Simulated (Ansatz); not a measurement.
With DFT-PBEsol in the program Ansatz with PAW potentials, ZrGeO₃ in the tetragonal phase (P4mm; Zr on 1b, Ge on 1a, O on 2c, O on 1b) relaxes to a = 3.986 Å, c = 4.345 Å. Its formation energy from the elements is -2.25 eV/atom, with no fitted shifts.

The Kohn–Sham gap is 1.39 eV (indirect). The valence maximum lies at X and the conduction minimum at Z. The electron mass is 0.50, 0.57, 0.57 mₑ (principal values). The hole mass is 0.42, 0.76, 1.5 mₑ (principal values).

Perturbation theory gives ε∞ = 6.29 (xx = yy), 5.60 (zz). Born charges are Zr +5.17, Ge +3.53, O -2.96 to -2.78 e. Without the LO–TO term the highest mode at Γ lies at 636 cm^-1.

The start of the workflow was typed in or built on a structure type; neither database checked (COD, Materials Project) lists it. Its standing as an ambient phase is unchecked. The cell was relaxed with PBEsol under the symmetry of its start. At this level the phase is dynamically unstable (imaginary phonons). The run is not spin-polarised. The references are the lowest solids computed at this level, not always the standard phases (solids in place of the gases). Spin–orbit coupling is left out wherever it is not named.

Potentials: the earlier of the program's two PAW sets. The files were generated under PBE; for other functionals the program regenerates the frozen cores, and for LDA and PBEsol the local potential too.
